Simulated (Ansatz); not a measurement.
Given:

SiC:
Space group P6₃mc (No. 186); a = b = 3.079 Å, c = 20.137 Å, α = β = 90.00°, γ = 120.00°

```
atom  site  symmetry       x       y       z
----  ----  --------  ------  ------  ------
Si      2b       3m.  0.3333  0.6667  0.2501
C       2b       3m.  0.6667  0.3333  0.4689
C       2a       3m.  0.0000  0.0000  0.0939
C       2b       3m.  0.3333  0.6667  0.3441
C       2b       3m.  0.6667  0.3333  0.2187
Si      2b       3m.  0.6667  0.3333  0.1250
Si      2a       3m.  0.0000  0.0000  0.0001
Si      2b       3m.  0.6667  0.3333  0.3752
```

This is the PBEsol-relaxed structure.

Task: All from DFT-PBEsol in the program Ansatz with PAW potentials, unless another level is named. Give the band gap.

Result: 1.66 eV (indirect).

Task: Give the weight of the conduction-edge state by species (Voronoi cells).

Result: Si 61 %, C 39 %.

Task: What about the weight of the valence-edge state by species (Voronoi cells)?

Result: C 80 %, Si 20 %.

Task: Predict the valence-band maximum.

Result: at Γ.

Space group P6_3mc. The workflow started from an entry of the Crystallography Open Database (COD). Its sites differ from those of the usual phase in this space group: another stacking or structure type. The PBEsol relaxation kept the symmetry of its start; its stability against distortions is not shown here.

Potentials: the later of the program's two PAW sets.
